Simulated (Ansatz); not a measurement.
KCrO3: relaxation (Ansatz)

The command:

```bash
ansatz run input.yaml --threads 2 --pin off --max-ram 4096MiB --backend cpu --events-out ev --progress --plain --runs-dir out
```

The input file (Ansatz 0.2.0, plane waves):

```yaml
crystal:
  lattice:
    - [3.68866302, 0.0, 0.0]
    - [0.0, 3.68866302, 0.0]
    - [0.0, 0.0, 3.68866302]
  atoms:
    - { symbol: Cr, position: [0.0, 0.0, 0.0], spin: 1.0 }
    - { symbol: O, position: [0.5, 0.0, 0.0] }
    - { symbol: O, position: [0.0, 0.5, 0.0] }
    - { symbol: O, position: [0.0, 0.0, 0.5] }
    - { symbol: K, position: [0.5, 0.5, 0.5] }
kpoints:
  mp_grid: { grid: [6, 6, 6], shift: [0, 0, 0] }
magnetization:
  spin_polarized: true
scf:
  occupations: { method: fermi_dirac }
  lower_state_search: "off"
hamiltonian:
  pseudopotentials: { kind: paw }
  xc: r2scan
  hubbard:
    projectors: all-electron-ortho-atomic
    sites: [{ species: Cr, l: d, u_eff: 1.9 }]
basis:
  ecutwfc: 500
  fft_grid_basis: typed
relax:
  max_steps: 60
  cell: { p_target: 0.0 }
  f_tol: 0.03
output:
  forces: true
  stress: true
  eigenvalues: true
  bader: true
  populations: true
  elf: true
  write_potential: true
  volumetric_format: npy
  dos:
    e_range: [-12, 8]
    de: 0.05
    projected: { site_lists: { Cr: [Cr], K: [K], O: [O] } }
checkpoint:
  read: saved_state
```

Origin of the cell: a known structure type with other elements, at an estimated volume, so it need not be a known compound.

The smearing width isn't typed, so it takes its default of 0.1 eV.

The saved state is a converged single point of the same cell, with its larger moments on Cr1 up.

Steps («new basis» is an SCF on plane waves selected anew at the same cell):

| step | ΔF (meV/atom) | max force component (eV/Å) | P (GPa) | volume (Å³) | SCF iterations | step was |
| --- | --- | --- | --- | --- | --- | --- |
| 1 | 0.0 | 0.000 | 14.04 | 50.19 | 17 | accepted |
| 2 | -25.6 | 0.000 | 5.85 | 52.32 | 10 | accepted |
| 3 | -32.2 | 0.000 | 0.97 | 53.96 | 10 | accepted |
| 4 | -32.4 | 0.000 | 0.08 | 54.30 | 8 | accepted |
| 5 | -32.4 | 0.000 | 0.00 | 54.33 | 7 | accepted |
| 6 | -32.9 | 0.000 | -0.01 | 54.33 | 11 | new basis |

Step 1, with forces in eV/Å:

```xyz
5
Lattice="3.689 0.000 0.000 0.000 3.689 0.000 0.000 0.000 3.689" Properties=species:S:1:pos:R:3:forces:R:3 pbc="T T T" step=1
Cr    0.000    0.000    0.000    0.000    0.000    0.000
O     1.844    0.000    0.000    0.000    0.000    0.000
O     0.000    1.844    0.000    0.000    0.000    0.000
O     0.000    0.000    1.844    0.000    0.000    0.000
K     1.844    1.844    1.844    0.000    0.000    0.000
```

Step 2, with forces in eV/Å:

```xyz
5
Lattice="3.740 0.000 0.000 0.000 3.740 0.000 0.000 0.000 3.740" Properties=species:S:1:pos:R:3:forces:R:3 pbc="T T T" step=2
Cr    0.000    0.000    0.000    0.000    0.000    0.000
O     1.870    0.000    0.000    0.000    0.000    0.000
O     0.000    1.870    0.000    0.000    0.000    0.000
O     0.000    0.000    1.870    0.000    0.000    0.000
K     1.870    1.870    1.870    0.000    0.000    0.000
```

Step 3, with forces in eV/Å:

```xyz
5
Lattice="3.779 0.000 0.000 0.000 3.779 0.000 0.000 0.000 3.779" Properties=species:S:1:pos:R:3:forces:R:3 pbc="T T T" step=3
Cr    0.000    0.000    0.000    0.000    0.000    0.000
O     1.889    0.000    0.000    0.000    0.000    0.000
O     0.000    1.889    0.000    0.000    0.000    0.000
O     0.000    0.000    1.889    0.000    0.000    0.000
K     1.889    1.889    1.889    0.000    0.000    0.000
```

Step 6, with forces in eV/Å:

```xyz
5
Lattice="3.787 0.000 0.000 0.000 3.787 0.000 0.000 0.000 3.787" Properties=species:S:1:pos:R:3:forces:R:3 pbc="T T T" step=6
Cr    0.000    0.000    0.000    0.000    0.000    0.000
O     1.894    0.000    0.000    0.000    0.000    0.000
O     0.000    1.894    0.000    0.000    0.000    0.000
O     0.000    0.000    1.894    0.000    0.000    0.000
K     1.894    1.894    1.894    0.000    0.000    0.000
```

```yaml
Free_energy_lowered_by: 32.9 meV/atom
Volume_change: 8.25 %
Final_pressure: -0.01 GPa
Relaxation_steps_listed: 6
Site_moments_at_the_end_small_spheres_which_read_low: Cr1 +1.5 μB
Total_moment: 1.00 μB
```

Caveats: the magnetic state was chosen at the start cell and may not be the lowest after relaxing; the relaxation held the start's symmetry, so the end may be a saddle point.

The run took 59 s on 2 threads of Arm Neoverse V1, on a shared host, peak memory 0.53 GiB, from a saved density.
